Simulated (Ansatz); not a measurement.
Relaxed-ion elastic tensor of As in space group Pm-3m (No. 221; As on 1b) in GPa (Voigt order), the program Ansatz at the r²SCAN level (PAW); density 6.30 g/cm³, 19.74 Å³ per atom.

```
 220  20.7  20.7   0.0   0.0   0.0
20.7   220  20.7   0.0   0.0   0.0
20.7  20.7   220   0.0   0.0   0.0
 0.0   0.0   0.0  36.1   0.0   0.0
 0.0   0.0   0.0   0.0  36.1   0.0
 0.0   0.0   0.0   0.0   0.0  36.1
```

Problem. Is the crystal mechanically stable?

Solution. Yes: the smallest eigenvalue of C is 36.1 GPa.

Problem. Work out the Voigt, Reuss and Hill averages.

Solution. K_V = 87.1, K_R = 87.1, K_H = 87.1; G_V = 61.5, G_R = 48.4, G_H = 54.9 GPa.

Problem. Give Young's modulus, Poisson's ratio, Pugh's ratio and the universal anisotropy index.

Solution. E = 9KG/(3K + G) = 136 GPa; ν = 0.24; K/G = 1.59 (brittle by the Pugh limit of 1.75); A_U = 5G_V/G_R + K_V/K_R − 6 = 1.35.

Problem. Estimate the sound speeds and the Debye temperature.

Solution. v_l = √((K + 4G/3)/ρ) = 5040 m/s, v_t = √(G/ρ) = 2950 m/s, mean 3270 m/s; Θ = (h/k)(3n/4πV)^(1/3) v_m = 361 K.

Problem. Give the Zener ratio and Young's modulus along [100], [110] and [111].

Solution. A = 2C44/(C11 − C12) = 0.36; 1/E = S11 − 2(S11 − S12 − S44/2)Γ with Γ = 0, 1/4, 1/3 gives 216, 111, 95.1 GPa.

The first step of the workflow began from a Materials Project structure, measured or hypothetical; the Crystallography Open Database copy checked does not list it. It is not the phase usual at ambient conditions (space group No. 166). The cell was relaxed with r²SCAN under the symmetry of its start; whether a distortion lowers the energy is not shown. As this level gives no gap, shear constants depend on the k-mesh and smearing (Fermi–Dirac, 0.1 eV here). On the denser mesh and wider smearing of the elastic run this cell carries a stress of 0.4 GPa.

Potentials: the later of the program's two PAW sets.
